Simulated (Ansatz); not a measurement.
Consider the following.

LiCl:
```xyz
4
Lattice="3.7988 0.0000 0.0000 -1.8994 3.2899 0.0000 0.0000 0.0000 6.0413" Properties=species:S:1:pos:R:3 pbc="T T T"
Li     1.8994     1.0966     5.3090
Li     0.0000     2.1932     2.2884
Cl     1.8994     1.0966     2.9978
Cl     0.0000     2.1932     6.0185
```

This is the LDA-relaxed structure. x, y and z are the axes in which the lattice vectors are written.

### Question
All from LDA in the plane-wave PAW code Ansatz, unless another level is named. Give the Debye temperature from the elastic constants.

### Answer
262 K.

### Question
And the piezoelectric stress constants (proper, relaxed ions, C/m²)?

### Answer
e15 = e24 = 0.15, e31 = e32 = 0.20, e33 = -0.45.

Space group P6_3mc (wurtzite). The workflow started from a Materials Project entry (that database holds measured and hypothetical structures alike); the Crystallography Open Database copy checked does not list it. It is not the phase usual at ambient conditions (space group No. 225). The cell was relaxed with LDA under the symmetry of its start; phonons on a q-mesh show no instability.

Potentials: the later of the program's two PAW sets.
